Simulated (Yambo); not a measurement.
```
CELL_PARAMETERS angstrom
      0.00000     2.17961     2.17961
      2.17961     0.00000     2.17961
      2.17961     2.17961     0.00000
ATOMIC_POSITIONS crystal
  Be 0.75000 0.75000 0.75000
  Be 0.25000 0.25000 0.25000
  C  0.00000 0.00000 0.00000
```

Workflow: norm-conserving PBEsol (Quantum ESPRESSO, 88 Ry, scalar-relativistic), then G0W0 in Yambo (6×6×6 Γ-centred k mesh, bands 3 to 76 and a 14 Ry block in the screening, 76 bands in G with the Bruneval-Gonze terminator, plasmon pole fitted at 27.2 eV).

Question: Give the PBEsol and G0W0 gaps between the band edges found on this mesh, and say where the edges lie.

Answer: Edges: Γ → X. PBEsol: 1.07 eV; G0W0: 1.94 eV. Convergence of the G0W0 settings was not tested. 

Geometry strained from the cell relaxed with PBEsol, atoms relaxed again.
